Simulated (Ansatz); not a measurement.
Cold compression of La (hcp type)

```
La
1.0
     3.77668    0.00000    0.00000
    -1.88834    3.27070    0.00000
     0.00000    0.00000    6.10126
La
2
Direct
  0.33333 0.66667 0.25000
  0.66667 0.33333 0.75000
```

The cell comes from a relaxation on PAW files under the same functional, begun from a prototype that needn't be the stable phase.

Its volume is scaled, and at each volume shape and atoms are relaxed on PAW files; all methods then take that cell.

Level of theory: DFT with PBE, scalar-relativistic, in Ansatz 0.2.0; a Γ-centred 13×13×7 k mesh, Fermi–Dirac smearing of 0.08 eV, no spin polarisation. LAPW: all electrons, basis error target 1 meV/atom; PAW: frozen-core files, cutoff 420 eV; crystal datasets: all electrons, by PAW datasets that the program makes for each cell; norm-conserving: pseudopotentials, cutoff 1497 eV; PAW (cutoff 1000 eV): frozen-core files, cutoff 1000 eV.

Energies are extrapolated to zero smearing and count from the unscaled cell; pressure is positive in compression; gaps take the mesh and a band path. No temperature or zero-point motion is included.

Spin–orbit coupling is left out, which matters for the heavy atoms.

```tsv
V/V0	V (Å³/atom)	P LAPW (GPa)	ΔE LAPW (eV/atom)	P PAW − LAPW (GPa)	ΔE PAW − LAPW (meV/atom)	space group	shortest distance (Å)
1.00	37.68	0.02	0.000	-0.03	0.0	P6_3/mmc	3.750
0.88	33.16	3.78	0.049	-0.04	-1.0	P6_3/mmc	3.602
0.78	29.39	8.18	0.183	-0.05	-2.1	P6_3/mmc	3.446
0.68	25.62	15.46	0.452	-0.06	-3.5	P6_3/mmc	3.285
0.58	21.86	?	0.956	-0.01	-4.5	P6_3/mmc	3.105
0.50	18.84	52.5	1.692	0.14	-3.5	P6_3/mmc	2.954
0.43	16.20	100.5	2.902	0.52	1.4	P6_3/mmc	2.805
```

Task: Give the missing entry: row "0.58", column "P LAPW (GPa)".

Result: 29.1.

Task: From the table, what is the rise of the enthalpy H = E + pV up to the last row, and how stiff is the crystal between the last two rows?

Result: ΔH = 2.902 eV + (100.5 GPa × 16.20 Å³ − 0.02 GPa × 37.68 Å³) × 0.006242 eV/(GPa·Å³) = 13.06 eV/atom, of which pV makes 78 %. The mean bulk modulus there is −ΔP/Δln V = 319 GPa.

Task: At the smallest volume, how far do crystal datasets and norm-conserving and PAW (cutoff 1000 eV) lie from LAPW in pressure?

Result: crystal datasets: 0.00 GPa; norm-conserving: -1.61 GPa; PAW (cutoff 1000 eV): +0.48 GPa, on a LAPW pressure of 100.5 GPa.

Task: How do the Löwdin populations by LAPW change from the unscaled cell to the last row?

Result: La 5s 1.94 → 1.64, La 6s 0.65 → 0.36, La 5p 5.90 → 5.32, La 5d 2.39 → 3.02, La 4f 0.12 → 0.66 electrons an atom. These are projections on the shells that the free atoms fill; 0.03 e a cell lies outside them at the start and 0.08 e at the end.
